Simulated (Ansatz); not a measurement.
The relaxed structure here is a generated cell of MgB2: the first start was made by placing the elements on the sites of a structure type, and the end was not matched to a known phase here, so it may be hypothetical. Known forms of MgB2 include space group No. 191.

A relaxed cell of MgB₂ (C2/m (No. 12)), relaxed on a k-mesh at least as fine as the one used below. These are PBEsol (plane waves to 420 eV, PAW, scalar-relativistic; Ansatz, a program for electronic structure) values and carry that method's errors. Γ-centred k-mesh 12×12×3 on the run's cell (coarser than for final values), Fermi–Dirac smearing 0.05 eV.

```xyz
12
Lattice="2.7469 -1.5187 0.0000 2.7469 1.5187 0.0000 -2.0796 0.0000 14.9993" Properties=species:S:1:pos:R:3 pbc="T T T"
B      4.0447     0.0000     0.7580
B      3.0049     0.0000     8.2576
B      2.2831     0.0000     0.8067
B      1.2433     0.0000     8.3063
B      0.4093     0.0000     6.7417
B     -0.6305     0.0000    14.2413
B      2.1709     0.0000     6.6930
B      1.1311     0.0000    14.1926
Mg     0.3600     0.0000     2.4815
Mg    -0.6798     0.0000     9.9812
Mg     4.0939     0.0000     5.0181
Mg     3.0541     0.0000    12.5178
```

The atoms are displaced along an unstable phonon of this cell by (Å):

```tsv
atom	ux	uy	uz
B1	0.000	0.150	0.000
B2	0.000	-0.150	0.000
B3	0.000	0.121	0.000
B4	0.000	-0.121	0.000
B5	0.000	0.150	0.000
B6	0.000	-0.150	0.000
B7	0.000	0.121	0.000
B8	0.000	-0.121	0.000
Mg9	0.000	0.066	0.000
Mg10	0.000	-0.066	0.000
Mg11	0.000	0.066	0.000
Mg12	0.000	-0.066	0.000
```

Task: What forces (eV/Å) and pressure result?

Result: 
```csv
atom,Fx,Fy,Fz
B1,0.09,-0.15,-0.06
B2,0.09,0.15,-0.06
B3,-0.39,-0.02,-0.27
B4,-0.39,0.02,-0.27
B5,-0.09,-0.15,0.06
B6,-0.09,0.15,0.06
B7,0.39,-0.02,0.27
B8,0.39,0.02,0.27
Mg9,0.00,0.15,-0.08
Mg10,0.00,-0.15,-0.08
Mg11,0.00,0.15,0.08
Mg12,0.00,-0.15,0.08
```

Pressure -0.1 GPa.

The undisplaced cell is probably no minimum: from this displacement the run went on to C2/c (No. 15), 0.01 eV/atom below it.

No spin polarisation in the result.
